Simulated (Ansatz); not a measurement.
Sn₄Ir:
```cif
data_Ir4Sn16
_chemical_formula_sum 'Sn16 Ir4'
_space_group_name_H-M_alt 'Ccce :1'
_space_group_IT_number 68
_space_group_name_Hall 'C 2 2 -1ac'
_cell_length_a 6.32048
_cell_length_b 11.42958
_cell_length_c 6.30078
_cell_angle_alpha 90.000
_cell_angle_beta 90.000
_cell_angle_gamma 90.000
loop_
_space_group_symop_operation_xyz
  'x, y, z'
  '-x, -y, z'
  'x, -y, -z'
  '-x, y, -z'
  '-x+1/2, -y, -z+1/2'
  'x+1/2, y, -z+1/2'
  '-x+1/2, y, z+1/2'
  'x+1/2, -y, z+1/2'
  'x+1/2, y+1/2, z'
  '-x+1/2, -y+1/2, z'
  'x+1/2, -y+1/2, -z'
  '-x+1/2, y+1/2, -z'
  '-x, -y+1/2, -z+1/2'
  'x, y+1/2, -z+1/2'
  '-x, y+1/2, z+1/2'
  'x, -y+1/2, z+1/2'
loop_
_atom_site_label
_atom_site_type_symbol
_atom_site_symmetry_multiplicity
_atom_site_Wyckoff_symbol
_atom_site_fract_x
_atom_site_fract_y
_atom_site_fract_z
_atom_site_occupancy
Sn1 Sn 16 i 0.32707 0.12680 0.17326 1
Ir1 Ir 4 a 0.00000 0.00000 0.00000 1
```
(The calculation used a cell of 10 atoms; values per cell refer to that cell.)

Relaxed at zero pressure with PBEsol in the plane-wave PAW code Ansatz.

Q: The volume is raised by 6 % and shape and atoms relax at that volume. What pressure results, and how do the axes share the change?

A: -4.1 GPa; a 1.8 %, b 2.3 %, c 1.8 %; the energy rises by 19 meV/atom.

Q: Give the new structure.

A: 
Space group Ccce, origin choice 1 (No. 68); a = 6.4315 Å, b = 11.6963 Å, c = 6.4139 Å, α = β = γ = 90.00°

```json
[
 {"atom": "Sn", "site": "16i", "symmetry": "1", "x": "0.3242", "y": "0.1247", "z": "0.1749"},
 {"atom": "Ir", "site": "4a", "symmetry": "222", "x": "0.0000", "y": "0.0000", "z": "0.0000"}
]
```

The phase is kept; no other phase was compared at this pressure.

The workflow started from a Materials Project entry (that database holds measured and hypothetical structures alike); the Crystallography Open Database copy checked does not list it. COD files the formula under space group No. 142. Whether it is the stable phase at ambient conditions was not checked. The PBEsol relaxation kept the symmetry of its start; whether a distortion lowers the energy is not shown. The run is not spin-polarised. Axis ratios of metals converge slowly with the k-mesh, so a and c are less sure than the volume. Scalar-relativistic: spin–orbit coupling is off unless named, which matters more the heavier the elements.

Potentials: the later of the program's two PAW sets.
